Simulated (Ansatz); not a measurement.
# NbCd3: changing the functional

Symmetry: Pm-3m, No. 221, cubic system. The conventional cell has a = 4.215 Å, b = 4.215 Å, c = 4.215 Å, α = 90.00°, β = 90.00°, γ = 90.00°. Around Cd (site symmetry 4/mmm) lie 8 Cd at 2.98 Å and 4 Nb at 2.98 Å. Nb (site symmetry m-3m) has 12 Cd at 2.98 Å as nearest neighbours.

Kept alike: task band structure; k mesh 6 × 6 × 6; occupations fermi-dirac, width 0.05 eV; no spin polarisation. Program: Ansatz, all-electron LAPW, scalar-relativistic. The mesh is that of the run's cell of 4 atoms. No spin-orbit coupling.

| run | pressure (GPa) |
| --- | --- |
| A | 7.22 |
| B | 1.36 |
| C | -2.50 |

Pressure is positive in compression. For a metal such a mesh leaves the last digits unconverged.

Problem. The runs differ in the functional alone: LDA; PBE; PBEsol. Which run is which?

Solution. Run A is PBE; run B is PBEsol; run C is LDA. The pressure runs from -2.50 (LDA) to 7.22 GPa (PBE). From PBE: LDA -9.72; PBEsol -5.86. A positive pressure means that the functional's own cell is larger than the one given, a negative one that it is smaller.
